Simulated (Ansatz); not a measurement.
All numbers below come from Ansatz 0.2.0, DFT PBE, scalar-relativistic, plane waves, PAW. Cutoff 420 eV, Γ-centred meshes of about 0.25 Å⁻¹ or finer for metals and 0.3 Å⁻¹ for insulators (2π included), Gaussian smearing. No spin polarisation.

All energies are static (0 K, no zero-point motion).

Compare these two cells of Sn5As3, each relaxed at this level.

A.

```
Sn As
1.0
     3.65406    0.00000    0.00000
     0.00000    3.65406    0.00000
     0.00000    0.00000   14.93185
Sn As
5 3
Cartesian
  0.0000 0.0000 12.7270
  0.0000 0.0000 2.2049
  0.0000 0.0000 5.7916
  0.0000 0.0000 9.1402
  1.8270 1.8270 0.0000
  1.8270 1.8270 3.5091
  1.8270 1.8270 7.4659
  1.8270 1.8270 11.4227
```

B.

```
Sn As
1.0
     3.62589    0.00000    0.00000
     0.00000    3.62589    0.00000
     0.00000    0.00000   15.10731
Sn As
5 3
Direct
  0.00000 0.00000 0.22825
  0.50000 0.50000 0.61015
  0.50000 0.50000 0.38985
  0.00000 0.00000 0.77175
  0.00000 0.00000 0.00000
  0.50000 0.50000 0.12927
  0.50000 0.50000 0.87073
  0.00000 0.00000 0.50000
```

Question: Which arrangement of the elements on these sites is preferred, and by what margin?

Answer: B is lower, by 22 meV/atom. The two share one framework of sites and differ in which element sits where. A has space group P4/mmm (No. 123), 24.9 Å³/atom and no gap on its mesh; B has space group P4/mmm (No. 123), 24.8 Å³/atom and no gap. Counting As atoms around Sn (those within 1.25 times the shortest such distance or 1.15 times the sum of covalent radii; the shortest distance is added where it is long for a bond; a slash parts the counts of unlike sites), A has Sn 2 from 3.5 Å/4/4+4 from 3.1 Å and B has Sn 4/4 from 3.1 Å/8 from 3.2 Å. Even the lower one lies +0.09 eV/atom against the reference forms of the elements (uncorrected), so neither is stable at this level. In A, Sn on a site of symmetry 4mm has 4 As at 2.89 Å and 9 Sn at 3.40–3.65 Å; around Sn on a second site of symmetry 4mm lie 4 As at 3.08 Å, 1 Sn at 3.35 Å, 4 As at 3.45 Å and 5 Sn at 3.59–3.65 Å; As on a site of symmetry 4mm has 4 Sn at 2.89 Å, 5 Sn at 3.45–3.51 Å, 4 As at 3.65 Å and 1 As at 3.96 Å; 2 more sites not described. In B, around Sn on a site of symmetry 4mm lie 4 As at 2.97 Å and 9 Sn at 3.45–3.63 Å; Sn on a second site of symmetry 4mm has 4 As at 3.06 Å, 1 Sn at 3.33 Å, 8 Sn at 3.54–3.63 Å and 1 As at 3.94 Å; As on a site of symmetry 4mm has 4 Sn at 2.97 Å, 4 Sn at 3.22 Å, 4 As at 3.63 Å, 1 As at 3.91 Å and 1 Sn at 3.94 Å; 2 more sites not described. Both come from trial cells of a structure search, whose lowest cell (P4mm, 27.3 Å³/atom) lies 106 meV/atom below the lower of the two.

The k mesh leaves some 4 meV/atom of noise in the energy of each metallic cell. Weakly bound directions are ill-defined at this level, which has no dispersion term (P4/mmm at 24.8 Å³/atom), and this can change margins and order among such cells. In P4/mmm at 24.9 Å³/atom, P4/mmm at 24.8 Å³/atom an odd number of electrons in the primitive cell allows no gap without spin; a larger cell or a magnetic state could open one. Cells relaxed within their symmetry can be saddle points.
